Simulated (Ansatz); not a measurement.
Cd:
```
Cd
1.0
    2.99763     0.00000     0.00000
    0.00000     2.99763     0.00000
    0.00000     0.00000     2.99763
Cd
1
Direct
  0.00000   0.00000   0.00000
```

Relaxed with PBE. Special points in fractions of this cell's reciprocal vectors: Γ (0.000, 0.000, 0.000); X (0.000, 0.500, 0.000); M (0.500, 0.500, 0.000); R (0.500, 0.500, 0.500).

Q: List the band energies nearest the Fermi level at these points for PBE with spin–orbit coupling (plane waves, PAW; program Ansatz).

A: In eV from the Fermi level; about four levels below and three above (degenerate sets whole), none deeper than 8.9 eV; points with the same levels are listed once.

```json
[
 {"k": "Γ", "below": "-7.86 -7.86 -7.41 -7.41", "above": "9.20 9.20 9.76 9.76 9.76 9.76"},
 {"k": "X", "below": "-2.71 -2.71 -2.03 -2.03", "above": "12.95 12.95 13.50 13.50"},
 {"k": "M", "below": "-8.34 -8.34 -7.71 -7.71", "above": "1.02 1.02 1.33 1.33"},
 {"k": "R", "below": "-7.70 -7.70 -7.70 -7.70", "above": "3.97 3.97 4.62 4.62 4.62 4.62"}
]
```

Space group Pm-3m (simple cubic). The cell is a constructed one: a structure type filled with these elements; neither database checked (COD, Materials Project) lists it. It is not the phase usual at ambient conditions (space group No. 194). Symmetry was held in the PBE relaxation. At this level the phase is mechanically unstable.

Potentials: the later of the program's two PAW sets.
